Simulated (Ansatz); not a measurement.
## MgZn₂S₃ (P31m) at 2 levels of theory

One geometry, relaxed with PBE; plane waves with PAW potentials in Ansatz, scalar-relativistic. No spin polarisation. Gaps are the least over mesh and band path; pressure is positive in compression.

```cif
data_structure
_symmetry_space_group_name_H-M 'P31m'
_symmetry_Int_Tables_number 157
_cell_length_a 6.7763
_cell_length_b 6.7763
_cell_length_c 6.3823
_cell_angle_alpha 90.000
_cell_angle_beta 90.000
_cell_angle_gamma 120.000
_cell_volume 253.80
loop_
_atom_site_label
_atom_site_type_symbol
_atom_site_symmetry_multiplicity
_atom_site_Wyckoff_symbol
_atom_site_fract_x
_atom_site_fract_y
_atom_site_fract_z
_atom_site_occupancy
Mg1 Mg 2 b 0.66667 0.33333 0.99849 1
Zn1 Zn 3 c 0.33014 0.00000 0.50021 1
Zn2 Zn 1 a 0.00000 0.00000 0.99958 1
S1 S 1 a 0.00000 0.00000 0.37175 1
S2 S 2 b 0.66667 0.33333 0.38563 1
S3 S 3 c 0.32310 0.00000 0.86993 1
```

```csv
level,cutoff (eV),k mesh,gap (eV),pressure (GPa)
PBE,420,6×6×4,2.34,0.0
```

Q: What comes out on the same cell with LDA?

A:
```
level  cutoff (eV)  k mesh  gap (eV)  pressure (GPa)
  LDA          420   6×6×4      2.08            -4.8
```

The cell was found from a structure generator's guess, not taken from experiment.
